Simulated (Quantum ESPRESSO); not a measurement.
Al3ZnO5F, finding a planted mistake in a log

A calculation, not a measurement. The program is pw.x of Quantum ESPRESSO 7.5 (plane-wave density functional theory). The cell is made up: 10 atoms on a corundum lattice, with randomly drawn elements, strain and displacements, not relaxed. PseudoDojo standard norm-conserving files (v0.5 for PBE, v0.4.1 for LDA and PBEsol) set the functional; there is no spin polarisation, spin-orbit coupling or dispersion term, and the masses in the input are unused placeholders.

Intended input:

```
&control calculation='scf', pseudo_dir='./dojo.nc.sr.pbe.v0_5.standard.upf', outdir='./o', disk_io='low', tprnfor=.true., tstress=.true. /
&system ibrav=0, nat=10, ntyp=4, nbnd=39, ecutwfc=84.00895049, nosym=.true., tot_charge=0,
 occupations='smearing', smearing='fd', degauss=0.0018374661
/
&electrons conv_thr=7.350e-09, electron_maxstep=60, /
ATOMIC_SPECIES
Al 1.0 Al.upf
F 1.0 F.upf
O 1.0 O.upf
Zn 1.0 Zn.upf
CELL_PARAMETERS angstrom
2.4739 1.4283 4.4987
-2.4739 1.4283 4.4987
0.0 -2.8567 4.4987
ATOMIC_POSITIONS angstrom
Al -0.0058 -0.0336 4.9846
Al -0.0114 0.0805 1.9413
Zn -0.0613 -0.0512 8.6554
Al -0.0621 -0.0094 11.434
O -0.8634 1.3979 8.0327
F -0.8317 -1.6656 7.8348
O 1.7846 0.1156 7.824
O 1.0406 -1.5822 5.7001
O 0.6717 1.5403 5.6123
O -1.7875 -0.168 5.6701
K_POINTS automatic
5 5 5 1 1 1
```

The log is shortened where brackets say so; the opening notice, blank lines, dates and the lines on written files are dropped, and the path of the files is cut. It prints rydbergs, bohrs and kilobars, and counts compression as positive stress. Where no state is partly filled, the Fermi energy that it prints is only some level between the filled and the empty states on the mesh, and need not lie in the true gap.

Log of the intended run:

```
     Program PWSCF v.7.5
     Parallel version (MPI & OpenMP), running on       4 processor cores
     Number of MPI processes:                 4
     Threads/MPI process:                     1
     [start-up lines left out]
     bravais-lattice index     =            0
     lattice parameter (alat)  =      10.0704  a.u.
     unit-cell volume          =     643.6453 (a.u.)^3
     number of atoms/cell      =           10
     number of atomic types    =            4
     number of electrons       =        66.00
     number of Kohn-Sham states=           39
     kinetic-energy cutoff     =      84.0090  Ry
     charge density cutoff     =     336.0358  Ry
     scf convergence threshold =      7.3E-09
     mixing beta               =       0.7000
     number of iterations used =            8  plain     mixing
     Exchange-correlation= PBE
                           (   1   4   3   4   0   0   0)
     [axes and pseudopotential details left out]
   Cartesian axes
     site n.     atom                  positions (alat units)
         1        Al     tau(   1) = (  -0.0010884  -0.0063051   0.9353678  )
         2        Al     tau(   2) = (  -0.0021392   0.0151059   0.3642879  )
         3        Zn     tau(   3) = (  -0.0115030  -0.0096078   1.6241991  )
         4        Al     tau(   4) = (  -0.0116532  -0.0017639   2.1456076  )
         5        O      tau(   5) = (  -0.1620183   0.2623181   1.5073485  )
         6        F      tau(   6) = (  -0.1560698  -0.3125524   1.4702122  )
         7        O      tau(   7) = (   0.3348829   0.0216925   1.4681856  )
         8        O      tau(   8) = (   0.1952702  -0.2969023   1.0696325  )
         9        O      tau(   9) = (   0.1260455   0.2890397   1.0531567  )
        10        O      tau(  10) = (  -0.3354271  -0.0315255   1.0640030  )
     number of k points=    63  Fermi-Dirac smearing, width (Ry)=  0.0018
                       cart. coord. in units 2pi/alat
        k(    1) = (   0.0000000   0.0000000   0.1184570), wk =   0.0320000
        k(    2) = (   0.0000000  -0.2487294   0.1974265), wk =   0.0320000
     [further k points left out]
     Dense  grid:    66973 G-vectors     FFT dimensions: (  60,  60,  60)
     Estimated max dynamical RAM per process >     178.81 MB
     Estimated total dynamical RAM >     666.17 MB
     Initial potential from superposition of free atoms
     starting charge      65.9925, renormalised to      66.0000
     Starting wfcs are   46 randomized atomic wfcs
     total cpu time spent up to now is        3.4 secs
     per-process dynamical memory:   143.0 Mb
     Self-consistent Calculation
     iteration #  1     ecut=    84.01 Ry     beta= 0.70
     Davidson diagonalization with overlap
     ethr =  1.00E-02,  avg # of iterations =  3.0
     total cpu time spent up to now is        9.9 secs
     total energy              =    -646.55162905 Ry
     estimated scf accuracy    <       2.15218744 Ry
     iteration #  2     ecut=    84.01 Ry     beta= 0.70
     Davidson diagonalization with overlap
     ethr =  3.26E-03,  avg # of iterations =  2.1
     total cpu time spent up to now is       16.3 secs
     total energy              =    -647.13091929 Ry
     estimated scf accuracy    <       1.93509208 Ry
     [iterations 3 to 9 left out]
     iteration # 10     ecut=    84.01 Ry     beta= 0.70
     Davidson diagonalization with overlap
     ethr =  1.17E-09,  avg # of iterations =  2.0
     total cpu time spent up to now is       67.0 secs
     total energy              =    -647.49626789 Ry
     estimated scf accuracy    <       0.00000003 Ry
     iteration # 11     ecut=    84.01 Ry     beta= 0.70
     Davidson diagonalization with overlap
     ethr =  3.87E-11,  avg # of iterations =  2.5
     total cpu time spent up to now is       73.6 secs
     End of self-consistent calculation
     [lines on levels left out]
     the Fermi energy is    10.1074 ev
!    total energy              =    -647.49626790 Ry
     estimated scf accuracy    <          4.0E-09 Ry
     smearing contrib. (-TS)   =       0.00000000 Ry
     internal energy E=F+TS    =    -647.49626790 Ry
     The total energy is F=E-TS. E is the sum of the following terms:
     one-electron contribution =    -447.15039076 Ry
     hartree contribution      =     261.96867092 Ry
     xc contribution           =    -105.28612252 Ry
     ewald contribution        =    -357.02842554 Ry
     convergence has been achieved in  11 iterations
     Forces acting on atoms (cartesian axes, Ry/au):
     atom    1 type  1   force =     0.02232196   -0.06353500   -0.04076962
     atom    2 type  1   force =    -0.01629291   -0.15993608    0.02778793
     atom    3 type  4   force =     0.09553087   -0.00536808    0.01166631
     atom    4 type  1   force =    -0.03640773    0.00486673    0.01606248
     atom    5 type  3   force =    -0.11506765    0.15775207   -0.09319842
     atom    6 type  2   force =    -0.02088963   -0.02844547   -0.03123521
     atom    7 type  3   force =     0.03934940    0.00747463   -0.00015671
     atom    8 type  3   force =    -0.12258926    0.06700900    0.01298980
     atom    9 type  3   force =     0.06439016   -0.03379365    0.05900732
     atom   10 type  3   force =     0.08965480    0.05397585    0.03784613
     Total force =     0.367683     Total SCF correction =     0.000072
     Computing stress (Cartesian axis) and pressure
          total   stress  (Ry/bohr**3)                   (kbar)     P=        8.30
   0.00003766  -0.00017375   0.00026609            5.54      -25.56       39.14
  -0.00017375   0.00020643  -0.00004336          -25.56       30.37       -6.38
   0.00026609  -0.00004336  -0.00007478           39.14       -6.38      -11.00
     init_run     :      3.13s CPU      3.26s WALL (       1 calls)
     electrons    :     69.54s CPU     70.28s WALL (       1 calls)
     forces       :      1.06s CPU      1.07s WALL (       1 calls)
     stress       :      3.45s CPU      3.46s WALL (       1 calls)
     [timing details left out]
     PWSCF        :   1m17.32s CPU   1m18.25s WALL
     JOB DONE.
```

A second run was made from an input with one planted mistake. Its log:

```
     Program PWSCF v.7.5
     Parallel version (MPI & OpenMP), running on       4 processor cores
     Number of MPI processes:                 4
     Threads/MPI process:                     1
     [start-up lines left out]
     bravais-lattice index     =            0
     lattice parameter (alat)  =       9.9144  a.u.
     unit-cell volume          =     614.1954 (a.u.)^3
     number of atoms/cell      =           10
     number of atomic types    =            4
     number of electrons       =        66.00
     number of Kohn-Sham states=           39
     kinetic-energy cutoff     =      84.0090  Ry
     charge density cutoff     =     336.0358  Ry
     scf convergence threshold =      7.3E-09
     mixing beta               =       0.7000
     number of iterations used =            8  plain     mixing
     Exchange-correlation= PBE
                           (   1   4   3   4   0   0   0)
     [axes and pseudopotential details left out]
   Cartesian axes
     site n.     atom                  positions (alat units)
         1        Al     tau(   1) = (  -0.0010864  -0.0063090   0.9353504  )
         2        Al     tau(   2) = (  -0.0021348   0.0151149   0.3642821  )
         3        Zn     tau(   3) = (  -0.0114934  -0.0096064   1.6241737  )
         4        Al     tau(   4) = (  -0.0116459  -0.0017726   2.1455896  )
         5        O      tau(   5) = (  -0.1620133   0.2623090   1.5073335  )
         6        F      tau(   6) = (  -0.1560664  -0.3125522   1.4702039  )
         7        O      tau(   7) = (   0.3348719   0.0216907   1.4681644  )
         8        O      tau(   8) = (   0.1952737  -0.2969036   1.0696117  )
         9        O      tau(   9) = (   0.1260463   0.2890317   1.0531435  )
        10        O      tau(  10) = (  -0.3354247  -0.0315259   1.0639889  )
     number of k points=    63  Fermi-Dirac smearing, width (Ry)=  0.0018
                       cart. coord. in units 2pi/alat
        k(    1) = (   0.0000000   0.0000000   0.1184575), wk =   0.0320000
        k(    2) = (   0.0000000  -0.2487310   0.1974292), wk =   0.0320000
     [further k points left out]
     Dense  grid:    63793 G-vectors     FFT dimensions: (  60,  60,  60)
     Estimated max dynamical RAM per process >     171.53 MB
     Estimated total dynamical RAM >     639.40 MB
     Initial potential from superposition of free atoms
     starting charge      65.9925, renormalised to      66.0000
     Starting wfcs are   46 randomized atomic wfcs
     total cpu time spent up to now is        3.3 secs
     per-process dynamical memory:   137.6 Mb
     Self-consistent Calculation
     iteration #  1     ecut=    84.01 Ry     beta= 0.70
     Davidson diagonalization with overlap
     ethr =  1.00E-02,  avg # of iterations =  3.0
     total cpu time spent up to now is        9.7 secs
     total energy              =    -646.55941164 Ry
     estimated scf accuracy    <       2.14213338 Ry
     iteration #  2     ecut=    84.01 Ry     beta= 0.70
     Davidson diagonalization with overlap
     ethr =  3.25E-03,  avg # of iterations =  2.0
     total cpu time spent up to now is       15.8 secs
     total energy              =    -647.15517150 Ry
     estimated scf accuracy    <       1.74101185 Ry
     [iterations 3 to 9 left out]
     iteration # 10     ecut=    84.01 Ry     beta= 0.70
     Davidson diagonalization with overlap
     ethr =  8.53E-10,  avg # of iterations =  2.0
     total cpu time spent up to now is       64.8 secs
     total energy              =    -647.48485043 Ry
     estimated scf accuracy    <          8.2E-09 Ry
     iteration # 11     ecut=    84.01 Ry     beta= 0.70
     Davidson diagonalization with overlap
     ethr =  1.24E-11,  avg # of iterations =  3.4
     total cpu time spent up to now is       71.4 secs
     End of self-consistent calculation
     [lines on levels left out]
     the Fermi energy is    11.0836 ev
!    total energy              =    -647.48485043 Ry
     estimated scf accuracy    <          4.4E-09 Ry
     smearing contrib. (-TS)   =       0.00000000 Ry
     internal energy E=F+TS    =    -647.48485043 Ry
     The total energy is F=E-TS. E is the sum of the following terms:
     one-electron contribution =    -438.31723879 Ry
     hartree contribution      =     259.05506834 Ry
     xc contribution           =    -105.57881212 Ry
     ewald contribution        =    -362.64386786 Ry
     convergence has been achieved in  11 iterations
     Forces acting on atoms (cartesian axes, Ry/au):
     atom    1 type  1   force =     0.02281279   -0.07231388   -0.04865578
     atom    2 type  1   force =    -0.02185230   -0.17313307    0.03424407
     atom    3 type  4   force =     0.10607421   -0.01700795    0.01052139
     atom    4 type  1   force =    -0.03322857    0.00203467    0.02409973
     atom    5 type  3   force =    -0.12852927    0.17918745   -0.10299330
     atom    6 type  2   force =    -0.02366485   -0.03224025   -0.02964180
     atom    7 type  3   force =     0.04165540    0.00993515    0.00445394
     atom    8 type  3   force =    -0.13120360    0.07746705    0.00472359
     atom    9 type  3   force =     0.07311151   -0.03470357    0.06449540
     atom   10 type  3   force =     0.09482470    0.06077440    0.03875276
     Total force =     0.405937     Total SCF correction =     0.000106
     Computing stress (Cartesian axis) and pressure
          total   stress  (Ry/bohr**3)                   (kbar)     P=      108.55
   0.00071791  -0.00017070   0.00026212          105.61      -25.11       38.56
  -0.00017070   0.00097480  -0.00007034          -25.11      143.40      -10.35
   0.00026212  -0.00007034   0.00052104           38.56      -10.35       76.65
     init_run     :      3.07s CPU      3.21s WALL (       1 calls)
     electrons    :     67.50s CPU     68.15s WALL (       1 calls)
     forces       :      0.94s CPU      0.96s WALL (       1 calls)
     stress       :      3.06s CPU      3.07s WALL (       1 calls)
     [timing details left out]
     PWSCF        :   1m14.65s CPU   1m15.50s WALL
     JOB DONE.
```

Question: what was wrong in the second input?

Answer: the cell and the positions are scaled by a wrong factor. The input lines that differ, file-writing options aside:

```
- 2.4739 1.4283 4.4987
+ 2.4356 1.4062 4.429
- -2.4739 1.4283 4.4987
+ -2.4356 1.4062 4.429
- 0.0 -2.8567 4.4987
+ 0.0 -2.8124 4.429
- Al -0.0058 -0.0336 4.9846
+ Al -0.0057 -0.0331 4.9073
- Al -0.0114 0.0805 1.9413
+ Al -0.0112 0.0793 1.9112
- Zn -0.0613 -0.0512 8.6554
+ Zn -0.0603 -0.0504 8.5212
- Al -0.0621 -0.0094 11.434
+ Al -0.0611 -0.0093 11.2568
- O -0.8634 1.3979 8.0327
+ O -0.85 1.3762 7.9082
- F -0.8317 -1.6656 7.8348
+ F -0.8188 -1.6398 7.7134
- O 1.7846 0.1156 7.824
+ O 1.7569 0.1138 7.7027
- O 1.0406 -1.5822 5.7001
+ O 1.0245 -1.5577 5.6117
- O 0.6717 1.5403 5.6123
+ O 0.6613 1.5164 5.5253
- O -1.7875 -0.168 5.6701
+ O -1.7598 -0.1654 5.5822
```

```
                                            intended run  run with the mistake
                          free energy (eV)     -8809.636             -8809.480
                    smearing term -TS (eV)        0.0000                0.0000
                            pressure (GPa)          0.83                 10.86
            largest force component (eV/Å)         4.112                 4.607
largest change of a force component (eV/Å)                               0.551
                                iterations            11                    11
```

For scale, a rerun of the intended cell at a cutoff of 1437 eV and k mesh 7 x 7 x 7 moved values by no more than 0.003 eV in energy, 0.03 GPa in stress and 0.002 eV/Å in force.